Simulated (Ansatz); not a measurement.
Consider the following.

Sc2Al:
```xyz
6
Lattice="4.8501 0.0000 0.0000 -2.4251 4.2003 0.0000 0.0000 0.0000 6.0878" Properties=species:S:1:pos:R:3 pbc="T T T"
Sc     0.0000     0.0000     0.0000
Sc     0.0000     0.0000     3.0439
Sc     0.0000     2.8002     4.5658
Sc     2.4251     1.4001     1.5219
Al     0.0000     2.8002     1.5219
Al     2.4251     1.4001     4.5658
```

This is the PBEsol-relaxed structure. Cartesian axes are those of the cell as given.

Problem. All from PBEsol (plane waves, PAW; program Ansatz), unless another level is named. Estimate the highest zone-centre frequency.

Solution. 306 cm⁻¹.

Problem. What about the Hill bulk and shear moduli?

Solution. 73.9 and 49.0 GPa.

Problem. Give the elastic constants (relaxed ions, GPa).

Solution. C11 = 144, C12 = 60.5, C13 = 28.0, C33 = 146, C44 = 50.3.

Space group P6_3/mmc. The workflow started from a Materials Project entry (that database holds measured and hypothetical structures alike); the Crystallography Open Database copy checked does not list it. Its standing as an ambient phase is unchecked. The cell was relaxed with PBEsol under the symmetry of its start; whether a distortion lowers the energy is not shown. The run is not spin-polarised. As this level gives no gap, shear constants depend on the k-mesh and smearing (Fermi–Dirac, 0.1 eV here). As this level gives no gap, phonon frequencies hold no LO–TO term and depend on the k-mesh and smearing (Fermi–Dirac, 0.1 eV here).

Potentials: the later of the program's two PAW sets.
